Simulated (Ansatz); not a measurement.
Trial structure of Sr₂AlO, not yet relaxed:

```cif
data_structure
_symmetry_space_group_name_H-M 'P6/mmm'
_symmetry_Int_Tables_number 191
_cell_length_a 4.8059
_cell_length_b 4.8059
_cell_length_c 8.4784
_cell_angle_alpha 90.000
_cell_angle_beta 90.000
_cell_angle_gamma 120.000
_cell_volume 169.59
loop_
_atom_site_label
_atom_site_type_symbol
_atom_site_symmetry_multiplicity
_atom_site_Wyckoff_symbol
_atom_site_fract_x
_atom_site_fract_y
_atom_site_fract_z
_atom_site_occupancy
Sr1 Sr 2 c 0.33333 0.66667 0.00000 1
Sr2 Sr 1 b 0.00000 0.00000 0.50000 1
Sr3 Sr 1 a 0.00000 0.00000 0.00000 1
Al1 Al 2 d 0.33333 0.66667 0.50000 1
O1 O 2 e 0.00000 0.00000 0.23789 1
```

Theory: DFT PBE, scalar-relativistic, plane waves, PAW (Ansatz). Cutoff 420 eV; k points 6×6×2 on the computed 8-atom cell (Γ-centred); Gaussian smearing, width 0.10 eV; no spin polarisation.

Formation energies are uncorrected and refer to the elements' standard structures at the same level (O₂ as a molecule).

Question: What does a single point on this coarse mesh give?

Answer: The pressure is 26.0 GPa (the mean over three directions, positive in compression), the largest force is 1.97 eV/Å, and the energy is +0.99 eV/atom against the elements. The shortest distance is 2.02 Å.

Question: How much does it gain on relaxing, and where does it end?

Answer: Relaxing gains about 1.0 eV/atom (the start's value is from the coarse mesh, so the gain is rough) in 18 ionic steps and ends at −0.03 eV/atom on the finer mesh. The symmetry stays P6/mmm (No. 191). The volume per atom grows by 99.0 %, from 21.2 to 42.2 Å³. The shortest distance goes from 2.02 Å (Sr–O) to 2.20 Å (Sr–O). The ratio c/a of the conventional cell changes by a factor of 0.76. Conventional cell: a = 6.627 Å, c = 8.875 Å. Sr on a site of symmetry -6m2 is surrounded by 6 Sr at 3.83 Å, 6 O at 4.41 Å and 2 Al at 4.44 Å; Al has 3 Sr at 3.83 Å, 3 Al at 3.83 Å, 6 O at 4.43 Å and 2 Sr at 4.44 Å; O is surrounded by 2 Sr at 2.20–2.24 Å, 2 O at 4.39–4.48 Å, 6 Sr at 4.41 Å and 6 Al at 4.43 Å; 2 more sites not described.

The last run used a 6×6×4 mesh (in the run's order of axes) for its 8-atom cell and Gaussian smearing of 0.10 eV. The k mesh leaves some 4 meV/atom of noise in the energy of each metallic cell. The relaxation can't lower the symmetry of the start. Symmetry constrained the relaxation, so the result can be a saddle point. Another cell of Sr2AlO relaxed alike, in P-4m2, lies 1.02 eV/atom lower, so this cell isn't the stable form at this level.
